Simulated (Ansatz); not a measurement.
Space group P4_2/mnm (No. 136). a = 5.296 Å, b = 5.296 Å, c = 3.227 Å, α = 90.00°, β = 90.00°, γ = 90.00°
```json
{"atom": "Hf", "site": "4f", "symmetry": "m.2m", "x": "0.2955", "y": "0.2955", "z": "0.0000"}
{"atom": "N", "site": "2a", "symmetry": "m.mm", "x": "0.0000", "y": "0.0000", "z": "0.0000"}
```

Equation of state of this Hf$_{2}$N structure (not necessarily the ground state), with shape and atoms relaxed at each volume where symmetry leaves them free. It has no gap at any of these volumes. Computed with DFT PBEsol, scalar-relativistic, plane waves, PAW (Ansatz 0.2.0).

Plane waves to 420 eV, a k mesh through Γ of 8×8×12 on the computed 6-atom cell and Gaussian smearing (0.10 eV); no spin polarisation.

```json
{"V (Å³/atom)": "13.274", "E − E(largest V) (meV/atom)": "90.33", "P (GPa)": "34.02"}
{"V (Å³/atom)": "13.727", "E − E(largest V) (meV/atom)": "9.54", "P (GPa)": "23.45"}
{"V (Å³/atom)": "14.179", "E − E(largest V) (meV/atom)": "-43.54", "P (GPa)": "14.39"}
{"V (Å³/atom)": "14.632", "E − E(largest V) (meV/atom)": "-72.90", "P (GPa)": "6.63"}
{"V (Å³/atom)": "15.084", "E − E(largest V) (meV/atom)": "-81.95", "P (GPa)": "-0.02"}
{"V (Å³/atom)": "15.537", "E − E(largest V) (meV/atom)": "-73.60", "P (GPa)": "-5.72"}
{"V (Å³/atom)": "15.989", "E − E(largest V) (meV/atom)": "-50.37", "P (GPa)": "-10.58"}
{"V (Å³/atom)": "16.593", "E − E(largest V) (meV/atom)": "0.00", "P (GPa)": "-15.93"}
```

Q: Fit a third-order Birch–Murnaghan equation to E(V).

A: V0 = 15.08 Å³/atom, B0 = 205 GPa, B0' = 4.2.

Spin-orbit coupling is left out, which matters for the bands of heavy elements.